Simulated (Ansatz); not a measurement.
GaBi:
```cif
data_BiGa
_chemical_formula_sum 'Ga1 Bi1'
_space_group_name_H-M_alt 'P 1'
_space_group_IT_number 1
_cell_length_a 4.47797
_cell_length_b 4.47797
_cell_length_c 4.47797
_cell_angle_alpha 60.000
_cell_angle_beta 60.000
_cell_angle_gamma 60.000
loop_
_space_group_symop_operation_xyz
  'x, y, z'
loop_
_atom_site_label
_atom_site_type_symbol
_atom_site_fract_x
_atom_site_fract_y
_atom_site_fract_z
_atom_site_occupancy
Ga1 Ga 0.75000 0.75000 0.75000 1
Bi1 Bi 0.00000 0.00000 0.00000 1
```

This is the PBEsol-relaxed structure.

Problem. All from PBEsol in the plane-wave PAW code Ansatz, unless another level is named. Predict the formation energy from the elements (no fitted shifts).

Solution. 0.052 eV/atom.

Problem. What about the density of states at the Fermi level?

Solution. 0.07 states/eV per atom (mean over ±0.08 eV).

Problem. Predict the gap with spin–orbit coupling.

Solution. none (metallic).

Space group F-43m (zinc blende). The workflow started from a Materials Project entry (that database holds measured and hypothetical structures alike); the Crystallography Open Database copy checked does not list it. With Ga and Bi taken as one species the cell has the higher symmetry Fd-3m, so it may be an ordered model of a mixed-site phase. Its standing as an ambient phase is unchecked. Symmetry was held in the PBEsol relaxation; its stability against distortions is not shown here. The references are the lowest solids computed at this level, not always the standard phases. Scalar-relativistic: spin–orbit coupling is off unless named, which matters more the heavier the elements.

Potentials: the later of the program's two PAW sets.
